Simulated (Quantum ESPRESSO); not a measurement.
AlAg2Hf4Sc, a guest atom moved from site to site

A calculation, not a measurement. The program is pw.x of Quantum ESPRESSO 7.5 (plane-wave density functional theory). The cell is made up: eight metal atoms on a face-centred cubic lattice, with elements, volume, strain and displacements drawn at random and not relaxed, so it may be unstable or far from any real phase. PseudoDojo standard norm-conserving files set the functional (PBE unless stated); there is no spin polarisation or spin-orbit coupling, the Fermi-Dirac width of 0.25 eV means electrons at about 2900 K, and the masses in the input are unused placeholders. Heavy elements are run without spin-orbit coupling, which real alloys of them have. A spin test at this wide smearing found no moment, but such smearing suppresses magnetism that the real alloy may have.

The runs move one Ag atom among sites that otherwise hold Hf. Cell, positions, cutoff, mesh and smearing stay as in the input of run 1; sites are counted in its order. Stress in the tables is positive in tension.

Input of run 1:

```
&control calculation='scf', pseudo_dir='./dojo.nc.sr.pbe.v0_5.standard.upf', outdir='./o', disk_io='medium', tprnfor=.true., tstress=.true. /
&system ibrav=0, nat=8, ntyp=4, nbnd=64, ecutwfc=82.02448710, nosym=.true., tot_charge=0,
 occupations='smearing', smearing='fd', degauss=0.0183746611
/
&electrons conv_thr=1.470e-08, electron_maxstep=70, mixing_beta=0.5 /
ATOMIC_SPECIES
Ag 1.0 Ag.upf
Al 1.0 Al.upf
Hf 1.0 Hf.upf
Sc 1.0 Sc.upf
CELL_PARAMETERS angstrom
0.0 0.0 -4.402
4.402 0.0 0.0
0.0 -8.8039 0.0
ATOMIC_POSITIONS angstrom
Al 0.0537 -0.024 -0.0755
Ag 0.0088 -4.3537 0.0629
Ag 2.1631 -2.272 0.0387
Hf 2.1748 -6.5671 -0.0017
Hf 0.0382 -2.2213 -2.1946
Hf -0.015 -6.5285 -2.1708
Sc 2.1821 0.0797 -2.111
Hf 2.171 -4.3632 -2.2857
K_POINTS automatic
5 5 3 1 1 1
```

| run | elements on sites 1 to 8 | free energy less that of run 1 (eV) | -TS (eV) | pressure (GPa) | stress xx (GPa) | stress yy (GPa) | stress zz (GPa) | stress yz (GPa) | stress xz (GPa) | stress xy (GPa) | iterations |
| --- | --- | --- | --- | --- | --- | --- | --- | --- | --- | --- | --- |
| 1 | Al Ag Ag Hf Hf Hf Sc Hf | 0.000 | -1.776 | -2.96 | 2.35 | 2.34 | 4.20 | -0.20 | 0.10 | -0.19 | 16 |
| 2 | Al Hf Ag Ag Hf Hf Sc Hf | -0.022 | -1.765 | -2.38 | 1.24 | 2.45 | 3.44 | 0.00 | 0.07 | -0.04 | 15 |
| 3 | Al Hf Ag Hf Ag Hf Sc Hf | -0.633 | -1.396 | -1.41 | 0.68 | 2.82 | 0.73 | -0.05 | 0.05 | -0.17 | 14 |
| 4 | Al Hf Ag Hf Hf Ag Sc Hf | 0.218 | -1.763 | -1.82 | 3.15 | -0.44 | 2.74 | -0.16 | 0.05 | -0.11 | 15 |

Forces Fx Fy Fz (eV/Å):

| site | run 1 | run 2 | run 3 | run 4 |
| --- | --- | --- | --- | --- |
| 1 | -0.24 0.34 0.51 | -0.20 0.12 0.59 | -0.25 0.14 0.45 | -0.21 0.11 0.43 |
| 2 | -0.14 0.05 -0.42 | -0.28 -0.23 -0.79 | -0.32 0.32 -0.95 | -0.28 -0.32 -0.82 |
| 3 | 0.14 0.40 -0.20 | 0.22 0.66 -0.24 | 0.13 0.57 -0.15 | 0.21 0.76 -0.21 |
| 4 | 0.12 0.13 0.11 | 0.06 -0.22 0.04 | 0.13 0.13 0.13 | 0.12 -0.09 0.07 |
| 5 | -0.35 0.08 0.08 | -0.38 0.68 0.09 | -0.17 0.42 0.09 | -0.35 0.65 0.03 |
| 6 | -0.04 -0.32 -0.11 | -0.06 -0.41 -0.10 | -0.02 -0.14 -0.14 | -0.04 -0.42 -0.02 |
| 7 | 0.25 -0.82 -0.53 | 0.26 -0.33 -0.48 | 0.18 -1.42 -0.59 | 0.21 -0.38 -0.49 |
| 8 | 0.27 0.14 0.56 | 0.36 -0.28 0.90 | 0.32 -0.02 1.17 | 0.34 -0.30 1.01 |

The sites are displaced and not relaxed, so the energy differences mix bonding between neighbours with strain and are not ordering energies. A rerun of one cell of this series at a higher cutoff and on a denser mesh moved values by no more than 0.007 eV in energy, 0.07 GPa in stress and 0.004 eV/Å in force, and a second program with other atomic files agreed on that cell to 2 % rms in force and 0.5 GPa in pressure.